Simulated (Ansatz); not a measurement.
Relaxed-ion elastic tensor of Si (diamond, Fd-3m) in GPa (Voigt order), PBE in the plane-wave PAW code Ansatz; density 2.28 g/cm³, 20.46 Å³ per atom.

```
 153  56.8  56.8   0.0   0.0   0.0
56.8   153  56.8   0.0   0.0   0.0
56.8  56.8   153   0.0   0.0   0.0
 0.0   0.0   0.0  74.2   0.0   0.0
 0.0   0.0   0.0   0.0  74.2   0.0
 0.0   0.0   0.0   0.0   0.0  74.2
```

Question: Is the crystal mechanically stable?

Answer: Yes: the smallest eigenvalue of C is 74.2 GPa.

Question: Work out the Voigt, Reuss and Hill averages.

Answer: K_V = 88.9, K_R = 88.9, K_H = 88.9; G_V = 63.8, G_R = 61.0, G_H = 62.4 GPa.

Question: Give Young's modulus, Poisson's ratio, Pugh's ratio and the universal anisotropy index.

Answer: E = 9KG/(3K + G) = 152 GPa; ν = 0.22; K/G = 1.42 (brittle by the Pugh limit of 1.75); A_U = 5G_V/G_R + K_V/K_R − 6 = 0.23.

Question: Estimate the sound speeds and the Debye temperature.

Answer: v_l = √((K + 4G/3)/ρ) = 8690 m/s, v_t = √(G/ρ) = 5230 m/s, mean 5780 m/s; Θ = (h/k)(3n/4πV)^(1/3) v_m = 630 K.

Question: Give the Zener ratio and Young's modulus along [100], [110] and [111].

Answer: A = 2C44/(C11 − C12) = 1.54; 1/E = S11 − 2(S11 − S12 − S44/2)Γ with Γ = 0, 1/4, 1/3 gives 122, 157, 174 GPa.

Question: Solve the Christoffel equation for the three sound speeds along [100], [110], [111].

Answer: Eigenvalues of C_ijkl n_j n_l equal ρv². In km/s, slowest first: [100] 5.71, 5.71, 8.19; [110] 4.59, 5.71, 8.86; [111] 4.99, 4.99, 9.08.

Symmetry was held in the PBE relaxation.

Potentials: the later of the program's two PAW sets.
